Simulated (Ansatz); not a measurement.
Mg:
```xyz
1
Lattice="3.0723 0.0000 0.0000 -1.5362 2.6607 0.0000 0.0000 0.0000 3.0566" Properties=species:S:1:pos:R:3 pbc="T T T"
Mg     0.0000     0.0000     0.0000
```

Relaxed with PBEsol. Special points in fractions of this cell's reciprocal vectors: Γ (0.000, 0.000, 0.000); M (0.500, 0.000, 0.000); K (0.333, 0.333, 0.000); A (0.000, 0.000, 0.500); L (0.500, 0.000, 0.500); H (0.333, 0.333, 0.500).

**Question.** List the band energies nearest the Fermi level at these points for plane-wave PAW PBEsol (Ansatz code).

**Answer.** In eV from the Fermi level; about four levels below and three above (degenerate sets whole), none deeper than 8.9 eV; … stands for higher levels left out; points with the same levels are listed once.

| k | below | above |
|---|---|---|
| Γ | -6.58 | 7.96 8.67 … |
| M | -1.56 -1.19 | 8.14 8.44 … |
| K | – | 0.06 0.06 0.83 |
| A | -2.93 -2.30 | 14.54 14.54 … |
| L | – | 1.47 2.35 2.99 |
| H | – | 3.02 3.02 3.62 |

Space group P6/mmm (simple hexagonal). The workflow started from a Materials Project entry (that database holds measured and hypothetical structures alike); the Crystallography Open Database copy checked does not list it. It is not the phase usual at ambient conditions (space group No. 194). The cell was relaxed with PBEsol under the symmetry of its start. At this level the phase is dynamically unstable (imaginary phonons).

Potentials: the earlier of the program's two PAW sets. The files were generated under PBE; for other functionals the program regenerates the frozen cores, and for LDA and PBEsol the local potential too.
